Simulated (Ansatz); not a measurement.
SnPb3O4: rattling a relaxed structure

The cell was found from a structure generator's guess, not taken from experiment.

Method: DFT PBE, scalar-relativistic, plane waves, PAW in Ansatz 0.2.0. Plane waves to 420 eV, a k mesh through Γ of 8×8×4 on the computed 8-atom cell and Gaussian smearing (0.02 eV); no spin polarisation.

The cell below (8 atoms, space group P4mm (No. 99)) is relaxed within its symmetry.

```
CELL_PARAMETERS angstrom
4.00177 0.00000 0.00000
0.00000 4.00177 0.00000
0.00000 0.00000 10.91296
ATOMIC_POSITIONS crystal
Sn 0.50000 0.50000 0.39244
Pb 0.00000 0.00000 0.11676
Pb 0.00000 0.00000 0.60553
Pb 0.50000 0.50000 0.89483
O 0.00000 0.50000 0.00354
O 0.00000 0.50000 0.49168
O 0.50000 0.00000 0.00354
O 0.50000 0.00000 0.49168
```

For the test it was strained at random (σ = 1.5 % a component), the atoms were moved at random (σ = 0.05 Å), and all was relaxed again on a coarse 4×4×2 mesh (in the run’s order of axes) with 0.10 eV smearing, with no symmetry imposed.

No dispersion correction is applied, so the spacing and binding between layers, chains or molecules are poorly described. These runs have no spin–orbit coupling, which can matter for Pb.

Problem. Is the structure stable against such a distortion?

Solution. It returns, within 1 meV/atom of the unmoved cell on that mesh and with the same symmetry when read at 0.1 Å (Pm at 0.01 Å, so small strains and shifts remain). So it is stable against the distortions that fit this cell and that this random move excites. Modes that don't fit the cell aren't tested.
